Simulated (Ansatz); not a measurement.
YNiO3:
```
YNiO3
1.0
    5.49323     0.00000     0.00000
    0.00000     7.39676     0.00000
    0.00000     0.00000     5.16658
Y Ni O
4 4 12
Direct
  0.42732   0.75000   0.48130
  0.57268   0.25000   0.51870
  0.07268   0.25000   0.98130
  0.92732   0.75000   0.01870
  0.50000   0.00000   0.00000
  0.00000   0.00000   0.50000
  0.00000   0.50000   0.50000
  0.50000   0.50000   0.00000
  0.30262   0.45068   0.69611
  0.69738   0.54932   0.30389
  0.19738   0.54932   0.19611
  0.80262   0.45068   0.80389
  0.80262   0.04932   0.80389
  0.19738   0.95068   0.19611
  0.69738   0.95068   0.30389
  0.30262   0.04932   0.69611
  0.47287   0.25000   0.09758
  0.52713   0.75000   0.90242
  0.02713   0.75000   0.59758
  0.97287   0.25000   0.40242
```
The run is spin-polarised; directions of the spins, atom by atom: 0 0 0 0 ↑ ↑ ↑ ↑ 0 0 0 0 0 0 0 0 0 0 0 0.

Relaxed with r²SCAN.

Q: Which orbitals make up the states near the Fermi level in the program Ansatz at the r²SCAN level (PAW)?

A: Within 0.5 eV of the Fermi level: O 2p 54 %, Ni 3d 39 %. Projections are on Löwdin-orthogonalised atomic valence shells; empty p or d shells of many metals are not among them.

Q: Tabulate the density of states.

A: States/eV per cell of 20 atoms, in 0.25 eV bins, energy from the Fermi level.

| E (eV) | total | O 2p | Ni 3d | Y 4d |
|---|---|---|---|---|
| -7.30 | 0.00 | 0.00 | 0.00 | 0.00 |
| -7.05 | 0.98 | 0.72 | 0.03 | 0.05 |
| -6.80 | 4.86 | 3.26 | 0.64 | 0.30 |
| -6.55 | 9.67 | 6.27 | 1.67 | 0.63 |
| -6.30 | 8.11 | 5.43 | 1.30 | 0.59 |
| -6.05 | 12.37 | 6.86 | 4.26 | 0.65 |
| -5.80 | 12.61 | 7.07 | 4.31 | 0.69 |
| -5.55 | 13.93 | 8.34 | 4.13 | 0.84 |
| -5.30 | 21.23 | 13.35 | 5.88 | 1.28 |
| -5.05 | 23.99 | 15.89 | 5.91 | 1.41 |
| -4.80 | 18.98 | 12.24 | 5.11 | 1.04 |
| -4.55 | 16.07 | 9.73 | 4.99 | 0.88 |
| -4.30 | 11.59 | 6.62 | 3.98 | 0.66 |
| -4.05 | 12.21 | 7.11 | 4.04 | 0.71 |
| -3.80 | 12.08 | 7.52 | 3.41 | 0.75 |
| -3.55 | 11.35 | 6.93 | 3.37 | 0.66 |
| -3.30 | 14.16 | 8.12 | 4.84 | 0.77 |
| -3.05 | 15.12 | 10.01 | 3.77 | 0.89 |
| -2.80 | 16.72 | 11.34 | 3.99 | 0.90 |
| -2.55 | 19.37 | 13.56 | 4.28 | 0.95 |
| -2.30 | 19.31 | 13.68 | 4.21 | 0.83 |
| -2.05 | 22.26 | 14.26 | 6.69 | 0.69 |
| -1.80 | 16.88 | 8.98 | 7.07 | 0.43 |
| -1.55 | 28.96 | 11.96 | 15.68 | 0.73 |
| -1.30 | 24.19 | 11.80 | 11.45 | 0.51 |
| -1.05 | 20.73 | 9.52 | 10.45 | 0.40 |
| -0.80 | 5.21 | 2.88 | 2.01 | 0.10 |
| -0.55 | 3.08 | 1.66 | 1.20 | 0.06 |
| -0.30 | 2.48 | 1.34 | 0.97 | 0.05 |
| -0.05 | 2.01 | 1.08 | 0.80 | 0.04 |
| 0.20 | 3.11 | 1.67 | 1.22 | 0.06 |
| 0.45 | 2.62 | 1.42 | 1.03 | 0.05 |
| 0.70 | 2.12 | 1.18 | 0.83 | 0.04 |
| 0.95 | 6.24 | 2.17 | 3.72 | 0.09 |
| 1.20 | 7.35 | 2.40 | 4.51 | 0.11 |
| 1.45 | 6.32 | 2.20 | 3.74 | 0.10 |
| 1.70 | 3.50 | 1.03 | 2.23 | 0.07 |
| 1.95 | 3.28 | 0.97 | 2.06 | 0.08 |
| 2.20 | 3.65 | 1.17 | 2.22 | 0.09 |
| 2.45 | 2.93 | 1.04 | 1.71 | 0.07 |
| 2.70 | 3.11 | 1.19 | 1.76 | 0.08 |
| 2.95 | 2.73 | 1.11 | 1.51 | 0.07 |
| 3.20 | 0.56 | 0.24 | 0.30 | 0.01 |
| 3.45 | 0.00 | 0.00 | 0.00 | 0.00 |
| 3.70 | 0.00 | 0.00 | 0.00 | 0.00 |
| 3.95 | 0.00 | 0.00 | 0.00 | 0.00 |
| 4.20 | 0.00 | 0.00 | 0.00 | 0.00 |
| 4.45 | 0.00 | 0.00 | 0.00 | 0.00 |
| 4.70 | 0.00 | 0.00 | 0.00 | 0.00 |

Space group Pnma. The first step of the workflow began from a Materials Project structure, measured or hypothetical; the Crystallography Open Database copy checked does not list it. Whether it is the stable phase at ambient conditions was not checked. Symmetry was held in the r²SCAN relaxation; whether a distortion lowers the energy is not shown. The final state is ferromagnetic, chosen from 2 collinear starts compared on coarse meshes (ties went to the first, and starts can fall back to one state), not a proven ground state. Other orbital occupations within this spin state were not tried. No Hubbard U is applied. The compound may be a true metal, but semilocal functionals without U, or a wrong spin order, can also close a gap. Spin–orbit coupling is left out wherever it is not named.

Potentials: the later of the program's two PAW sets.
